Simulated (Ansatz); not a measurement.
**Question.** Each is relaxed and computed with the program Ansatz at the r²SCAN level (PAW). Which is the only metal?
(A) ZrCuGe, Pnma (Zr on 4c, Cu on 4c, Ge on 4c)
(B) GeTePt, P2_13 (Ge on 4a, Te on 4a, Pt on 4a)
(C) GePdS3, C2/m (Pearson symbol mS20)
(D) K2NaCuF6, Fm-3m (K on 8c, Na on 4b, Cu on 4a, F on 24e)

**Answer.** A, ZrCuGe, Pnma (Zr on 4c, Cu on 4c, Ge on 4c). ZrCuGe: metal; GeTePt: gap 0.37 eV (indirect); GePdS3: gap 1.49 eV (indirect); K2NaCuF6: gap 2.03 eV. Spin orders computed, not proven ground states: K2NaCuF6, Fm-3m (K on 8c, Na on 4b, Cu on 4a, F on 24e) ferromagnetic. Standing as an ambient phase not checked: ZrCuGe, Pnma (Zr on 4c, Cu on 4c, Ge on 4c); GeTePt, P2_13 (Ge on 4a, Te on 4a, Pt on 4a); GePdS3, C2/m (Pearson symbol mS20); K2NaCuF6, Fm-3m (K on 8c, Na on 4b, Cu on 4a, F on 24e). Weakly bound layers, chains or molecules computed without a dispersion correction, so cells and soft constants are ill determined: GePdS3, C2/m (Pearson symbol mS20). All cells were relaxed under the symmetry of their starts (and spin orders); stability against distortions was not tested throughout. Rows with no word on spin ran without spin polarisation. No Hubbard U is applied. Spin–orbit coupling is left out wherever it is not named.

Potentials: the later of the program's two PAW sets.
